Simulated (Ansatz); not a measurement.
Method: DFT PBE, scalar-relativistic, plane waves, PAW (Ansatz). All cells share a 420 eV cutoff and Γ-centred k meshes spaced at most about 0.3 Å⁻¹ (about 0.25 or finer for metals, 2π included). No spin polarisation in the final relaxations.

These are static total energies at zero pressure.

Two relaxed structures of SiSnTeSe3:

A.

Space group P3m1 (No. 156). a = 7.157 Å, b = 7.157 Å, c = 3.673 Å, α = 90.00°, β = 90.00°, γ = 120.00°
```json
{"atom": "Si", "site": "1a", "symmetry": "3m.", "x": "0.0000", "y": "0.0000", "z": "0.6350"}
{"atom": "Sn", "site": "1c", "symmetry": "3m.", "x": "0.6667", "y": "0.3333", "z": "0.1747"}
{"atom": "Te", "site": "1b", "symmetry": "3m.", "x": "0.3333", "y": "0.6667", "z": "0.6408"}
{"atom": "Se", "site": "3d", "symmetry": ".m.", "x": "0.1534", "y": "0.8466", "z": "0.1951"}
```

B.

Space group P-6m2 (No. 187). a = 5.608 Å, b = 5.608 Å, c = 5.541 Å, α = 90.00°, β = 90.00°, γ = 120.00°
```tsv
atom	site	symmetry	x	y	z
Si	1a	-6m2	0.0000	0.0000	0.0000
Sn	1c	-6m2	0.3333	0.6667	0.0000
Te	1e	-6m2	0.6667	0.3333	0.0000
Se	3k	mm2	0.3301	0.1651	0.5000
```

Problem. Which would you expect to be lower, and how large is the difference?

Solution. A is lower, by 0.32 eV/atom. A has space group P3m1 (No. 156), 27.2 Å³/atom and no gap on its mesh; B has space group P-6m2 (No. 187), 25.2 Å³/atom and no gap. Counting Se, Si or Te atoms around Sn (for each partner element, those within 1.25 times its shortest distance or 1.15 times the sum of covalent radii, where it is the nearest in units of that sum or under 1.3; the shortest distance is added where it exceeds 1.18 times the sum of covalent radii), A has Sn 6 from 3.6 Å and B has Sn 6. The lower one is the more open, so pressure narrows the difference. Even the lower one lies +0.18 eV/atom against the reference forms of the elements (uncorrected), so neither is stable at this level. Both come from invented guesses.

Spin–orbit coupling, which can matter for Te, is left out. Cells relaxed within their symmetry can be saddle points.
